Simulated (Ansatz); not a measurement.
Relaxed candidate structures of ZrCl:

A. R-3m, hexagonal axes (No. 166), hR4; a = b = 3.3940 Å, c = 28.1521 Å, α = β = 90.00°, γ = 120.00°; Zr 6c (0.000, 0.000, 0.125); Cl 6c (0.000, 0.000, 0.397)

B. P-3m1 (No. 164), hP4; a = 3.298 Å, b = 3.298 Å, c = 9.650 Å, α = 90.00°, β = 90.00°, γ = 120.00°; Zr 2d (0.333, 0.667, 0.370); Cl 2d (0.667, 0.333, 0.186)

C. Pm-3m (No. 221), cP6, AFLOW prototype AB_cP6_221_c_d (as in NbO); a = 4.9954 Å, b = 4.9954 Å, c = 4.9954 Å, α = 90.00°, β = 90.00°, γ = 90.00°; Cl 3c (0.000, 0.500, 0.500); Zr 3d (0.000, 0.000, 0.500)

D. P-6m2 (No. 187), hP2; a = 3.185 Å, b = 3.185 Å, c = 4.041 Å, α = 90.00°, β = 90.00°, γ = 120.00°; Cl 1b (0.000, 0.000, 0.500); Zr 1c (0.333, 0.667, 0.000)

E. Cmcm (No. 63), oS8; a = 4.377 Å, b = 11.319 Å, c = 3.026 Å, α = β = γ = 90.00°; Zr 4c (0.000, 0.155, 0.750); Cl 4c (0.000, 0.622, 0.250)

Rank these by energy per atom (lowest first), as PBEsol (plane waves to 420 eV, PAW, scalar-relativistic; Ansatz, a quantum-chemistry and plane-wave program) gives it.

A (reference, the lowest of the structures calculated here), B (+0.04 eV/atom), C (+0.48 eV/atom), D (+0.54 eV/atom), E (+0.58 eV/atom)

Probably no minimum, since a slightly shaken restart fell lower: Pm-3m, cP6, AFLOW prototype AB_cP6_221_c_d (as in NbO) (by 0.03 eV/atom, to Pm). 2 runs with a doubtful electronic state, a coarser numerical grid, an end not at rest or a source that can't be used are left out. 2 generated cells of layers, chains or molecules, poorly bound without dispersion, are left out. Each run could gain symmetry but not lose that of its start, so entries can be saddle points. From databases, or of a type measured for this composition: R-3m, hR4; P-3m1, hP4; the others are generated cells (placed on structure types, drawn at random, substituted or restacked) that were not matched to a known phase here. Energies are at zero temperature and pressure, without zero-point motion. No spin polarisation in the result. The d or f electrons are treated with no Hubbard U. Without a van der Waals term the distances between weakly bound units are poorly fixed.
